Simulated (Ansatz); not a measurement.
AgI:
Space group P6₃mc (No. 186); a = b = 4.3269 Å, c = 14.3814 Å, α = β = 90.00°, γ = 120.00°

| atom | site | symmetry | x | y | z |
|---|---|---|---|---|---|
| Ag | 2a | 3m. | 0.0000 | 0.0000 | 0.3236 |
| Ag | 2b | 3m. | 0.6667 | 0.3333 | 0.4266 |
| I | 2a | 3m. | 0.0000 | 0.0000 | 0.0180 |
| I | 2b | 3m. | 0.6667 | 0.3333 | 0.2318 |

Relaxed with LDA.

**Question.** Decompose the optical modes at the zone centre into irreducible representations, and say which are infrared and Raman allowed.

**Answer.** Point group 6mm: Γ_opt = 3A1 + 4B1 + 3E1 + 4E2. Infrared: A1, E1. Raman: A1, E1, E2.

**Question.** Assign frequencies (DFPT, LDA in the plane-wave PAW code Ansatz; without the LO–TO term).

**Answer.** E2 16, B1 33, E2 39, E1 42, E1 79, E2 81, B1 91, A1 92, E2 111, E1 112, B1 126, A1 129, A1 132, B1 141 cm⁻¹.

Subscripts of B labels follow the axes of the standard setting.

Space group P6_3mc. The workflow started from a Materials Project entry (that database holds measured and hypothetical structures alike). Its sites differ from those of the usual phase in this space group: another stacking or structure type. The LDA relaxation kept the symmetry of its start; its stability against distortions is not shown here. No spin polarisation was allowed. A crystal of weakly bound layers computed without a dispersion correction: the cell and the soft elastic constants depend strongly on that. Spin–orbit coupling is left out wherever it is not named.

Potentials: the earlier of the program's two PAW sets. The files were generated under PBE; for other functionals the program regenerates the frozen cores, and for LDA and PBEsol the local potential too.
